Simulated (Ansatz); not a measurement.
CdS:
```xyz
4
Lattice="4.1968 0.0000 0.0000 -2.0984 3.6345 0.0000 0.0000 0.0000 6.8293" Properties=species:S:1:pos:R:3 pbc="T T T"
Cd     2.0984     1.2115     3.4162
Cd     0.0000     2.4230     0.0015
S      2.0984     1.2115     5.9878
S      0.0000     2.4230     2.5731
```

Relaxed with PBE. Special points in fractions of this cell's reciprocal vectors: Γ (0.000, 0.000, 0.000); M (0.500, 0.000, 0.000); K (0.333, 0.333, 0.000); A (0.000, 0.000, 0.500); L (0.500, 0.000, 0.500); H (0.333, 0.333, 0.500).

Problem. List the band energies nearest the valence-band maximum at these points for PBE with spin–orbit coupling in the plane-wave PAW code Ansatz.

Solution. In eV from the valence-band maximum; about four levels below and three above (degenerate sets whole), none deeper than 8.9 eV; points with the same levels are listed once.

```
k                          below                above
-  -----------------------------  -------------------
Γ          -0.02 -0.02 0.00 0.00  1.09 1.09 2.72 2.72
M        -1.20 -1.20 -0.71 -0.71  3.60 3.60 3.86 3.86
K  -1.71 -1.71 -1.69 -1.53 -1.53       4.73 4.73 4.88
A        -0.35 -0.35 -0.35 -0.35  2.74 2.74 2.74 2.74
L        -1.23 -1.23 -1.23 -1.23  3.44 3.44 3.44 3.44
H        -1.05 -1.05 -1.04 -1.04  4.26 4.26 4.30 4.30
```

Space group P6_3mc (wurtzite). The cell was relaxed with PBE under the symmetry of its start.

Potentials: the earlier of the program's two PAW sets.
